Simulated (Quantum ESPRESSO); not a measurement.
# Al2ZnF7Cl: a curve over one atom's position

Computed values, not a measurement. The program is pw.x of Quantum ESPRESSO 7.5 (plane-wave density functional theory). The cell is made up: 11 atoms on a rutile lattice with one site empty, with randomly drawn elements, strain and displacements, not relaxed. PseudoDojo standard norm-conserving files (v0.5 for PBE, v0.4.1 for LDA and PBEsol) set the functional; there is no spin polarisation, spin-orbit coupling or dispersion term, and the masses in the input are unused placeholders. A spin-polarised start on this cell or one of its family kept no moment.

Seven runs move atom 11 (F, counted in the order of the input) along z and keep all else fixed.

Input of the run at -0.0632:

```
&control calculation='scf', pseudo_dir='./dojo.nc.sr.pbe.v0_5.standard.upf', outdir='./o', disk_io='low', tprnfor=.true., tstress=.true. /
&system ibrav=0, nat=11, ntyp=4, nbnd=47, ecutwfc=84.00895049, nosym=.true., tot_charge=0,
 occupations='smearing', smearing='fd', degauss=0.0018374661
/
&electrons conv_thr=7.350e-09, electron_maxstep=60, /
ATOMIC_SPECIES
Al 1.0 Al.upf
Cl 1.0 Cl.upf
F 1.0 F.upf
Zn 1.0 Zn.upf
CELL_PARAMETERS angstrom
4.652 0.012 0.01
0.012 4.7119 0.0244
0.0134 0.0325 6.4529
ATOMIC_POSITIONS angstrom
Al 0.0083 0.0925 0.0112
Zn 2.2165 2.454 1.6618
Al -0.0183 0.0898 3.2536
F 1.4679 1.4175 -0.0376
F 3.2639 3.1561 -0.0306
F 3.6752 0.9644 1.6205
F 1.0469 3.8412 1.5666
Cl 1.5717 1.5316 3.1876
F 3.2205 3.3422 3.2286
F 3.7452 0.9911 4.9708
F 1.0324 3.8461 4.7747
K_POINTS automatic
5 5 4 1 1 1
```

```
shift of atom 11 along z (Å)  free energy less that of the input shown (eV)  Fx on atom 11 (eV/Å)  Fy on atom 11 (eV/Å)  Fz on atom 11 (eV/Å)  pressure (GPa)  next band up at Gamma (eV)  iterations
                     -0.1772                                        -0.0012                -2.237                 1.746                 0.062           -3.10                       3.557          11
                     -0.1622                                        -0.0020                -2.243                 1.758                 0.039           -3.16                       3.568          11
                     -0.1378                                        -0.0025                -2.251                 1.775                 0.007           -3.25                       3.582          11
                     -0.1129                                        -0.0023                -2.256                 1.789                -0.022           -3.34                       3.594          11
                     -0.0632                                         0.0000                -2.260                 1.809                -0.069           -3.48                       3.606          11
                     +0.1402                                         0.0279                -2.206                 1.804                -0.200           -3.66                       3.554          11
```

Question: one run is left out of the table, at -0.0955. Estimate its Fz on atom 11 (eV/Å).

Answer: -0.040. The whole row:

| shift of atom 11 along z (Å) | free energy less that of the input shown (eV) | Fx on atom 11 (eV/Å) | Fy on atom 11 (eV/Å) | Fz on atom 11 (eV/Å) | pressure (GPa) | next band up at Gamma (eV) | iterations |
| --- | --- | --- | --- | --- | --- | --- | --- |
| -0.0955 | -0.0018 | -2.258 | 1.797 | -0.040 | -3.39 | 3.599 | 11 |

A cubic fit gives dFz/dz = -0.64 eV/Å² at zero shift. Across the table the free energy follows the integral of the force to within 0.2 meV. A rerun of one of the cells at 1437 eV and a 7 x 7 x 6 mesh moved values by no more than 0.003 eV in energy, 0.02 GPa in stress and 0.002 eV/Å in force. The band column is the level of band 42 at Gamma less that of band 41, whose number is half the electron count, rounded up; it comes from a band step after each run.